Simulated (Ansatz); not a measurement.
Ansatz input

```yaml
crystal:
  lattice:
    - [-1.5196728579, 1.2458569271, 1.1117990192]
    - [1.2458569271, -1.5196728579, 1.1117990192]
    - [2.747936893, 2.747936893, -1.613293398]
  atoms:
    - { symbol: Be, position: [0.9583892371, 0.0416107629, 1.0] }
    - { symbol: Be, position: [0.7916107629, 0.2083892371, 0.5] }
hamiltonian:
  xc: pbesol
  pseudopotentials:
    kind: paw
    azcp:
      Be: "pseudopotentials/Be.paw.azcp"
basis:
  ecutwfc: 420
  fft_grid_basis: typed
kpoints:
  mp_grid: { grid: [30, 30, 15], shift: [0, 0, 0] }
magnetization:
  spin_polarized: false
scf:
  occupations: { method: fermi_dirac, width: 0.1 }
```

Output

```
Warning: the record states the generating functional pbe (its physics header spells it `PBE`), which answers neither for hamiltonian.xc's functional nor for the pbesol family's — results may be inconsistent (PPs are generated against a specific XC)
Engine: ansatz 0.2.0, x86_64-unknown-linux-gnu
Pseudopotentials: kind: paw
Pseudopotential: Be, paw, valence charge 2, recommended cutoff 420 eV (normal) 
Functional definition: PBEsol
  exchange = pbesol_x
  correlation = pbesol_c
Crystal: 2 atoms, lattice volume = 15.677 Å³
Basis set: ecut = 420 eV, 311 PW (Γ)
Bands: 6, of which v1, the nominal top of the filled ones, is band 2 counted from 1 (1 counted from 0)
Symmetry: 4 space group operations
Space group: C2/c (ITA 15), of the structure as read, at distance tolerance 2.5e-5 Å
k-points: 3496 of 13500
Non-local potential: Be, projectors of the file, l = 0: 2, l = 1: 2, l = 2: 1
PAW form: soft (Blöchl's): semilocal exchange-correlation on the pseudo side does not see the compensation charge
PAW frozen core: Be, regenerated for the run's functional, and the local potential with it (the file was generated under x = pbe(κ = 0.804, μ = 0.2195149727645171), c = pbe(β = 0.06672455060314922))
PAW one-centre angular grid: Be, 110 points (default); XC on 64 Gauss nodes
Initial density: superposition of atomic densities (neutral atoms: chi_scale 0, normalization atom), corrected by the library's trained network
Initial wavefunctions: pseudopotential atomic-orbital guess
Functional: x = pbesol(κ = 0.804, μ = 0.12345679012345678), c = pbesol(β = 0.046)
SCF iter   1: F=—  HF=-180.703685 eV  |F-HF|=—  |Δ(HF+E_count)|=         —  Δρ=1.56e-3  dr2=2.93e-4  ethr=1.77e-3  ⟨swp⟩=5.4  Hψ=182067  notcnv=0
SCF iter   2: F=—  HF=-180.703605 eV  |F-HF|=—  |Δ(HF+E_count)|=   8.02e-5  Δρ=9.59e-4  dr2=1.12e-4  ethr=7.33e-6  ⟨swp⟩=1.3  Hψ=49929  notcnv=0
SCF iter   3: F=—  HF=-180.703547 eV  |F-HF|=—  |Δ(HF+E_count)|=   5.79e-5  Δρ=2.57e-5  dr2=4.58e-8  ethr=2.80e-6  ⟨swp⟩=1.0  Hψ=21000  notcnv=0
SCF iter   4: F=—  HF=-180.703546 eV  |F-HF|=—  |Δ(HF+E_count)|=   5.60e-7  Δρ=5.42e-6  dr2=3.77e-9  ethr=1.14e-9  ⟨swp⟩=2.0  Hψ=28069  notcnv=0
iter 5 did not close the SCF: its close was put off for the readings that it lacked (scf_convergence_deferred on its scf_iter line)
SCF iter   5: F=-180.703546 eV  HF=-180.703546 eV  |F-HF|=2.16e-12  |Δ(HF+E_count)|=   1.18e-9  Δρ=2.84e-7  dr2=8.57e-12  ethr=9.42e-11  ⟨swp⟩=1.0  Hψ=20976  notcnv=0
SCF iter   6: F=-180.703546 eV  HF=-180.703546 eV  |F-HF|=2.84e-14  |Δ(HF+E_count)|=  8.53e-14  Δρ=3.01e-8  dr2=8.31e-14  ethr=1.00e-12  ⟨swp⟩=1.0  Hψ=52465  notcnv=0
SCF 1 converged in 6 iterations: F = -180.703546 eV  dr2 = 8.31e-14
SCF converged after 6 iterations
Free energy (F): -180.703546 eV
Harris-Foulkes:  -180.703546 eV  (|F-HF|=2.84e-14)
Internal energy: -180.699862 eV  (E = F + TS)
E sigma→0 (E₀):  -180.701704 eV
Entropy (-TS):   -0.003684 eV (-1.842 meV/atom)
Fermi energy:    8.183332 eV
--- Per-component energies (eV) ---
  E_band       = 12.405556
  E_kinetic    = 42.370613
  E_local      = 5.690342  (includes V_loc(G=0)·N_el)
  E_nonlocal   = 8.868160
  E_hartree    = 0.082256
  E_xc         = -39.525330
  E_vxc        = -41.946888  (∫ρ·V_xc dr)
  E_paw        = -114.476670  (= ΣΔE_a)
  E_vpaw       = -2.741183  (= ΣTr[D̂ρ^β])
  E_aug_tail   = -0.000001  (compensation charges beyond the density's cutoff)
  E_ewald      = -83.728294
  E_core_change = 0.019063  (= ΣΔE_core)
  E_smearing   = -0.003684  (= −TS)
  E_closure    = 0.000000  (closes the sum)
  Σ components = -180.703546   (vs F -180.703546, Δ=0.00e0)
```
